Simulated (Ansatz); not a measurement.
## AlAu, first-principles data

AlAu:
```
AlAu
1.0
    6.32416     0.00000     0.00000
    0.00000     3.40519     0.00000
   -0.29515     0.00000     6.37038
Al Au
4 4
Direct
  0.55041   0.75000   0.82141
  0.44959   0.25000   0.17859
  0.91936   0.75000   0.31963
  0.08064   0.25000   0.68037
  0.30865   0.75000   0.47836
  0.69135   0.25000   0.52164
  0.18778   0.75000   0.00574
  0.81222   0.25000   0.99426
```

Space group P2_1/m (No. 11); conventional cell a = 6.324 Å, b = 3.405 Å, c = 6.377 Å, α = γ = 90.00°, β = 92.65°.

Method: the program Ansatz at the r²SCAN level (PAW). Geometry: relaxed at this level of theory. Other levels are named where they apply.

### Cell and energy

```yaml
volume_per_atom: 17.15 Å³
density: 10.84 g/cm³
Formation energy from the elements (no fitted shifts): -0.41 eV/atom
```

### Electronic structure

```yaml
electronic_character: metallic (no gap)
Density of states at the Fermi level: 0.22 states/eV per atom (mean over ±0.08 eV)
Gap with spin–orbit coupling: none (metallic)
```

### Mechanics

```yaml
Bulk modulus (Birch–Murnaghan fit): 110 GPa
Pressure derivative B′: 5.0
```

### Phonons

```yaml
highest_zone_centre_frequency: 340 cm⁻¹
zone_centre_stability: no imaginary mode at Γ
```

### Charges

```yaml
bader_charges: Al +1.86 to +1.89, Au -1.88 to -1.87 e
```

The workflow started from a Materials Project entry (that database holds measured and hypothetical structures alike); the Crystallography Open Database copy checked does not list it. Whether it is the stable phase at ambient conditions was not checked. Symmetry was held in the r²SCAN relaxation. As this level gives no gap, phonon frequencies hold no LO–TO term and depend on the k-mesh and smearing (Fermi–Dirac, 0.1 eV here). Axis ratios of metals converge slowly with the k-mesh, so a and c are less sure than the volume. The references are the lowest solids computed at this level, not always the standard phases. Spin–orbit coupling is left out wherever it is not named.

Potentials: the later of the program's two PAW sets.
